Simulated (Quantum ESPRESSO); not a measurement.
# TiGaHf2O7F: input and log of a self-consistent run

Simulated, not a measurement. The program is pw.x of Quantum ESPRESSO 7.5 (plane-wave density functional theory). The cell is made up: 12 atoms on a fluorite lattice, with randomly drawn elements, strain and displacements, not relaxed. PseudoDojo standard norm-conserving files (v0.5 for PBE, v0.4.1 for LDA and PBEsol) set the functional; there is no spin polarisation, spin-orbit coupling or dispersion term, and the masses in the input are unused placeholders.

The hafnium pseudopotential is less sure than the others, with forces about 3 percent (worst 6) and pressure in oxides about 1.5 GPa (worst 2.7) from a second method in checks, which no rerun with the same files tests.

Input:

```
&control calculation='scf', pseudo_dir='./dojo.nc.sr.pbe.v0_5.standard.upf', outdir='./o', disk_io='low', tprnfor=.true., tstress=.true. /
&system ibrav=0, nat=12, ntyp=5, nbnd=55, ecutwfc=84.00895049, nosym=.true., tot_charge=0,
 occupations='smearing', smearing='fd', degauss=0.0018374661
/
&electrons conv_thr=7.350e-09, electron_maxstep=60, /
ATOMIC_SPECIES
F 1.0 F.upf
Ga 1.0 Ga.upf
Hf 1.0 Hf.upf
O 1.0 O.upf
Ti 1.0 Ti.upf
CELL_PARAMETERS angstrom
4.9656 0.0 0.0
0.0 4.9656 0.0
0.0 0.0 4.9656
ATOMIC_POSITIONS angstrom
Ti -0.0155 -0.0432 0.0064
Ga 0.1543 2.4318 2.5717
Hf 2.5336 0.0003 2.457
Hf 2.5272 2.5461 -0.1236
O 1.2966 1.4277 1.1457
O 1.3687 1.217 3.6331
O 1.364 3.7844 1.16
O 1.3565 3.7038 3.6832
O 3.8057 1.2293 1.292
F 3.8418 1.137 3.6039
O 3.5865 3.5868 1.1702
O 3.5788 3.687 3.6654
K_POINTS automatic
5 5 5 1 1 1
```

The log is shortened where brackets say so; the opening notice, blank lines, dates and the lines on written files are dropped, and the path of the files is cut. It prints rydbergs, bohrs and kilobars, and counts compression as positive stress. With no partly filled state, the Fermi energy that it prints is only some level between the filled and the empty states on the mesh, and need not lie in the true gap.

```
     Program PWSCF v.7.5
     Parallel version (MPI & OpenMP), running on       4 processor cores
     Number of MPI processes:                 4
     Threads/MPI process:                     1
     [start-up lines left out]
     bravais-lattice index     =            0
     lattice parameter (alat)  =       9.3836  a.u.
     unit-cell volume          =     826.2506 (a.u.)^3
     number of atoms/cell      =           12
     number of atomic types    =            5
     number of electrons       =        98.00
     number of Kohn-Sham states=           55
     kinetic-energy cutoff     =      84.0090  Ry
     charge density cutoff     =     336.0358  Ry
     scf convergence threshold =      7.3E-09
     mixing beta               =       0.7000
     number of iterations used =            8  plain     mixing
     Exchange-correlation= PBE
                           (   1   4   3   4   0   0   0)
     [axes and pseudopotential details left out]
   Cartesian axes
     site n.     atom                  positions (alat units)
         1        Ti     tau(   1) = (  -0.0031215  -0.0086999   0.0012889  )
         2        Ga     tau(   2) = (   0.0310738   0.4897293   0.5179032  )
         3        Hf     tau(   3) = (   0.5102304   0.0000604   0.4948043  )
         4        Hf     tau(   4) = (   0.5089415   0.5127477  -0.0248913  )
         5        O      tau(   5) = (   0.2611165   0.2875181   0.2307274  )
         6        O      tau(   6) = (   0.2756364   0.2450862   0.7316538  )
         7        O      tau(   7) = (   0.2746899   0.7621234   0.2336072  )
         8        O      tau(   8) = (   0.2731795   0.7458917   0.7417432  )
         9        O      tau(   9) = (   0.7664129   0.2475632   0.2601901  )
        10        F      tau(  10) = (   0.7736829   0.2289754   0.7257733  )
        11        O      tau(  11) = (   0.7222692   0.7223296   0.2356614  )
        12        O      tau(  12) = (   0.7207185   0.7425085   0.7381585  )
     number of k points=    63  Fermi-Dirac smearing, width (Ry)=  0.0018
                       cart. coord. in units 2pi/alat
        k(    1) = (   0.1000000   0.1000000   0.1000000), wk =   0.0320000
        k(    2) = (   0.1000000   0.1000000   0.3000000), wk =   0.0320000
     [further k points left out]
     Dense  grid:    86119 G-vectors     FFT dimensions: (  60,  60,  60)
     Estimated max dynamical RAM per process >     302.33 MB
     Estimated total dynamical RAM >       1.12 GB
     Initial potential from superposition of free atoms
     starting charge      97.9920, renormalised to      98.0000
     Starting wfcs are   71 randomized atomic wfcs
     total cpu time spent up to now is        5.5 secs
     per-process dynamical memory:   232.3 Mb
     Self-consistent Calculation
     iteration #  1     ecut=    84.01 Ry     beta= 0.70
     Davidson diagonalization with overlap
     ethr =  1.00E-02,  avg # of iterations =  2.0
     total cpu time spent up to now is       14.5 secs
     total energy              =    -776.55232459 Ry
     estimated scf accuracy    <       4.88068655 Ry
     iteration #  2     ecut=    84.01 Ry     beta= 0.70
     Davidson diagonalization with overlap
     ethr =  4.98E-03,  avg # of iterations =  5.4
     total cpu time spent up to now is       27.6 secs
     total energy              =    -771.98219057 Ry
     estimated scf accuracy    <      57.87640648 Ry
     iteration #  3     ecut=    84.01 Ry     beta= 0.70
     Davidson diagonalization with overlap
     ethr =  4.98E-03,  avg # of iterations =  8.0
     total cpu time spent up to now is       40.2 secs
     total energy              =    -778.93565175 Ry
     estimated scf accuracy    <       3.00705462 Ry
     iteration #  4     ecut=    84.01 Ry     beta= 0.70
     Davidson diagonalization with overlap
     ethr =  3.07E-03,  avg # of iterations =  2.1
     total cpu time spent up to now is       49.5 secs
     total energy              =    -779.10627853 Ry
     estimated scf accuracy    <       0.95335946 Ry
     iteration #  5     ecut=    84.01 Ry     beta= 0.70
     Davidson diagonalization with overlap
     ethr =  9.73E-04,  avg # of iterations =  5.5
     total cpu time spent up to now is       59.6 secs
     total energy              =    -779.02958089 Ry
     estimated scf accuracy    <       0.50380281 Ry
     [iterations 6 to 10 left out]
     iteration # 11     ecut=    84.01 Ry     beta= 0.70
     Davidson diagonalization with overlap
     ethr =  1.91E-08,  avg # of iterations =  4.0
     total cpu time spent up to now is      126.7 secs
     total energy              =    -779.10938690 Ry
     estimated scf accuracy    <       0.00000981 Ry
     iteration # 12     ecut=    84.01 Ry     beta= 0.70
     Davidson diagonalization with overlap
     ethr =  1.00E-08,  avg # of iterations =  2.0
     total cpu time spent up to now is      135.7 secs
     total energy              =    -779.10938857 Ry
     estimated scf accuracy    <       0.00000090 Ry
     iteration # 13     ecut=    84.01 Ry     beta= 0.70
     Davidson diagonalization with overlap
     ethr =  9.23E-10,  avg # of iterations =  2.7
     total cpu time spent up to now is      145.6 secs
     total energy              =    -779.10938879 Ry
     estimated scf accuracy    <       0.00000026 Ry
     iteration # 14     ecut=    84.01 Ry     beta= 0.70
     Davidson diagonalization with overlap
     ethr =  2.68E-10,  avg # of iterations =  2.0
     total cpu time spent up to now is      154.8 secs
     total energy              =    -779.10938882 Ry
     estimated scf accuracy    <       0.00000003 Ry
     iteration # 15     ecut=    84.01 Ry     beta= 0.70
     Davidson diagonalization with overlap
     ethr =  3.42E-11,  avg # of iterations =  3.4
     total cpu time spent up to now is      164.5 secs
     End of self-consistent calculation
          k = 0.1000 0.1000 0.1000 ( 10774 PWs)   bands (ev):
   -49.1129 -48.7230 -46.3070 -22.5865 -22.4308 -22.3984 -18.2654 -18.0502
   -17.9505 -17.6892 -17.6344 -17.5780 -13.4636  -6.9780  -5.6605  -5.4335
    -5.2414  -5.0829  -4.7873  -3.9511  -2.4389  -2.4187  -2.4116  -2.2333
    -2.1980   3.1169   3.8711   4.0125   5.3203   5.8349   6.2272   6.8439
     7.1199   7.3451   7.5123   7.8178   8.0987   8.7876   8.9728   9.3954
     9.9693  10.3855  10.6412  10.7464  10.9222  11.2701  11.3640  11.6093
    11.9640  12.7247  13.0868  14.0054  14.5219  14.8283  14.9595
     [levels at the other k points left out]
     the Fermi energy is    12.3387 ev
!    total energy              =    -779.10938883 Ry
     estimated scf accuracy    <          2.6E-09 Ry
     smearing contrib. (-TS)   =      -0.00000000 Ry
     internal energy E=F+TS    =    -779.10938883 Ry
     The total energy is F=E-TS. E is the sum of the following terms:
     one-electron contribution =    -169.65299007 Ry
     hartree contribution      =     152.21535813 Ry
     xc contribution           =    -186.81670448 Ry
     ewald contribution        =    -574.85505241 Ry
     convergence has been achieved in  15 iterations
     Forces acting on atoms (cartesian axes, Ry/au):
     atom    1 type  5   force =     0.07941631   -0.04864772    0.13067277
     atom    2 type  2   force =     0.04212181    0.03062582   -0.09304579
     atom    3 type  3   force =    -0.07268596   -0.03949880   -0.13477183
     atom    4 type  3   force =    -0.07908309   -0.05006705    0.11464766
     atom    5 type  4   force =    -0.05522238   -0.06676941    0.01896979
     atom    6 type  4   force =    -0.05552718   -0.01952838    0.01609751
     atom    7 type  4   force =    -0.12167087    0.08541654   -0.03016470
     atom    8 type  4   force =    -0.16367972    0.01028566   -0.01910157
     atom    9 type  4   force =     0.04245552   -0.06213759   -0.06267458
     atom   10 type  1   force =     0.03335946    0.03109879    0.07391682
     atom   11 type  4   force =     0.15797329    0.08638920    0.01861357
     atom   12 type  4   force =     0.19254281    0.04283294   -0.03315965
     Total force =     0.485593     Total SCF correction =     0.000139
     Computing stress (Cartesian axis) and pressure
          total   stress  (Ry/bohr**3)                   (kbar)     P=      137.46
   0.00096541   0.00026155   0.00004157          142.02       38.48        6.11
   0.00026155   0.00089811  -0.00024787           38.48      132.12      -36.46
   0.00004157  -0.00024787   0.00093982            6.11      -36.46      138.25
     init_run     :      4.99s CPU      5.21s WALL (       1 calls)
     electrons    :    158.26s CPU    159.01s WALL (       1 calls)
     forces       :      2.07s CPU      2.08s WALL (       1 calls)
     stress       :      6.88s CPU      7.12s WALL (       1 calls)
     [timing details left out]
     PWSCF        :   2m52.51s CPU   2m53.80s WALL
     JOB DONE.
```

In other units: free energy -10600.323 eV for the cell, pressure 13.75 GPa, largest force component 4.950 eV/Å. A rerun of this cell at 1437 eV and a 7 x 7 x 7 mesh moved values by no more than 0.003 eV in energy, 0.04 GPa in stress and 0.003 eV/Å in force.